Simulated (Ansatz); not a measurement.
Method: DFT PBE, scalar-relativistic, plane waves, PAW in Ansatz. Settings of the last relaxation (10-atom cell): 420 eV, 18×18×18 k points, Gaussian smearing of 0.10 eV, no spin polarisation.

Formation energies are uncorrected and count from the elements' standard states at the same level.

Problem. Suggest a trial structure for a tetragonal metal that holds Ti and 2 more elements, with a formation energy near −1.46 eV/atom and a density near 4.83 g/cm³, in a cell of 10 atoms. Its symmetry should be I4/mmm (No. 139).

Solution. Ti3Al2N5, space group I4/mmm (No. 139). Ti on a site of symmetry 4mm is surrounded by 6 N at 2.06–2.19 Å, 8 Ti at 2.93–2.96 Å and 4 Al at 3.03 Å; Ti on a site of symmetry 4/mmm has 6 N at 2.09–2.20 Å and 12 Ti at 2.93–2.96 Å; Al has 6 N at 2.00–2.09 Å, 8 Al at 2.90–2.96 Å and 4 Ti at 3.03 Å; N on a site of symmetry 4mm is surrounded by 1 Al at 2.04 Å and 5 Ti at 2.10–2.20 Å; 2 more sites not described.

```
CELL_PARAMETERS angstrom
-1.47994 1.47994 10.49112
1.47994 -1.47994 10.49112
1.47994 1.47994 -10.49112
ATOMIC_POSITIONS crystal
Ti 0.40199 0.40199 0.00000
Ti 0.00000 0.00000 0.00000
Ti 0.59801 0.59801 0.00000
Al 0.79786 0.79786 0.00000
Al 0.20214 0.20214 0.00000
N 0.89506 0.89506 0.00000
N 0.50000 0.50000 0.00000
N 0.10494 0.10494 0.00000
N 0.70258 0.70258 0.00000
N 0.29742 0.29742 0.00000
```

The volume per atom is 9.19 Å³ and the density is 4.83 g/cm³. The energy over the elements is −1.46 eV/atom and the gap on the 18×18×18 mesh of the 10-atom cell is 0 eV (a metal).

It was reached by relaxing an invented guess, and it needn't be the stable form of this composition. Other answers may fit too; this one was computed.

A structure relaxed within its symmetry needn't be a true minimum.
